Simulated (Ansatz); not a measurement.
Ge2Pd:
```yaml
crystal:
  lattice:
    - [-1.75966, 1.75966, 4.16658]
    - [1.75966, -1.75966, 4.16658]
    - [1.75966, 1.75966, -4.16658]
  atoms:
    - { symbol: Pd, position: [0.00000, 0.00000, 0.00000] }
    - { symbol: Ge, position: [0.33604, 0.33604, 0.00000] }
    - { symbol: Ge, position: [0.66396, 0.66396, 0.00000] }
```

Relaxed with PBE. Special points in fractions of this cell's reciprocal vectors: Γ (0.000, 0.000, 0.000); X (0.000, 0.000, 0.500); P (0.250, 0.250, 0.250); N (0.000, 0.500, 0.000); M (0.500, 0.500, -0.500); S (0.295, 0.705, -0.295); S0 (-0.295, 0.295, 0.295); R (-0.089, 0.089, 0.500); G (0.500, 0.500, -0.089).

List the band energies nearest the Fermi level at these points for PBE (plane waves, PAW; program Ansatz).

In eV from the Fermi level; about four levels below and three above (degenerate sets whole), none deeper than 8.9 eV; points with the same levels are listed once.

```json
[
 {"k": "Γ", "below": "-3.61 -3.55 -3.55 -2.65", "above": "0.16 1.39 2.04 2.04"},
 {"k": "X", "below": "-2.03 -1.64 -1.26 -0.14", "above": "0.34 2.60 4.77"},
 {"k": "P", "below": "-2.72 -2.72 -2.43 -2.03", "above": "0.46 1.24 2.04 2.04"},
 {"k": "N", "below": "-3.54 -2.85 -1.94 -0.75", "above": "3.00 3.53 3.55"},
 {"k": "M", "below": "-2.93 -2.93 -2.63 -0.75 -0.75", "above": "0.70 4.65 5.77"},
 {"k": "S", "below": "-3.52 -3.13 -2.83 -2.06", "above": "1.42 2.22 2.52"},
 {"k": "R", "below": "-2.48 -2.03 -1.66 -0.23", "above": "1.90 3.15 5.01"}
]
```

Space group I4/mmm (MoSi2 or CaC2 type). The cell is a constructed one: a structure type filled with these elements; neither database checked (COD, Materials Project) lists it. Whether it is the stable phase at ambient conditions was not checked. The cell was relaxed with PBE under the symmetry of its start; whether a distortion lowers the energy is not shown. The run is not spin-polarised. Scalar-relativistic: spin–orbit coupling is off unless named, which matters more the heavier the elements.

Potentials: the later of the program's two PAW sets.
